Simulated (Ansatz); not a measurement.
A trial cell of Sb3S2, before relaxation:

```
CELL_PARAMETERS angstrom
3.35061 1.93448 5.89157
-3.35061 1.93448 5.89157
0.00000 -3.86895 5.89157
ATOMIC_POSITIONS crystal
Sb 0.04982 0.75000 0.45018
Sb 0.45018 0.04982 0.75000
Sb 0.75000 0.45018 0.04982
Sb 0.25000 0.54982 0.95018
Sb 0.54982 0.95018 0.25000
Sb 0.95018 0.25000 0.54982
S 0.35011 0.35011 0.35011
S 0.14989 0.14989 0.14989
S 0.85011 0.85011 0.85011
S 0.64989 0.64989 0.64989
```

Computed with Ansatz, DFT PBE, scalar-relativistic, plane waves, PAW. Cutoff 420 eV, Gaussian smearing, Γ-centred meshes. Cell and atoms relax first on a coarse mesh and then on a finer one. In between, the cell is made exact in the group found at 0.06 Å. In metals the finer mesh still leaves noise of several meV/atom or more. The steps can't lower the symmetry of their start. No spin polarisation.

A guess keeps its type if space group and coordination stay and the shape of the cell changes little (axis ratios within about 15 %, angles within 6°); the volume may change.

Problem. Does it keep its structure type, or change into something else?

Solution. It doesn't keep its type. The symmetry goes from R-3c (No. 167) to R-3m (No. 166), and the primitive cell from 10 to 5 atoms. The volume per atom grows by 23.7 %, from 22.9 to 28.3 Å³. The shortest distance stays 2.63 Å (Sb–S). Counting neighbours within 15 % of an atom's shortest distance, the start has S 6, Sb 4 and the end S 4, Sb 2. In detail, at the end Sb has 2 S at 2.63 Å; around S lie 3 Sb at 2.63 Å and 1 S at 2.68 Å.

```xyz
5
Lattice="4.2796 2.4708 2.2337 -4.2796 2.4708 2.2337 0.0000 -4.9416 2.2337" Properties=species:S:1:pos:R:3 pbc="T T T"
Sb    2.1398    1.2354    1.1169
Sb   -2.1398    1.2354    1.1169
Sb    0.0000   -2.4708    1.1169
S     0.0000    0.0000    4.6914
S     0.0000    0.0000    2.0097
```

The zero of energy is the elements' standard structures at the same level; no fitted shifts are applied.

Problem. At what energy does it end?

Solution. +0.10 eV/atom. It can't be a ground state, since the elements alone are lower.

The last run used a 12×12×12 mesh for its 5-atom cell and Gaussian smearing of 0.10 eV. Spin–orbit coupling, which can matter for Sb, is left out. An odd number of electrons in the primitive cell allows no gap without spin; a larger cell or a magnetic state could open one. The reference form of S is held partly by dispersion forces, which this level lacks. Symmetry constrained the relaxation, so the result can be a saddle point.
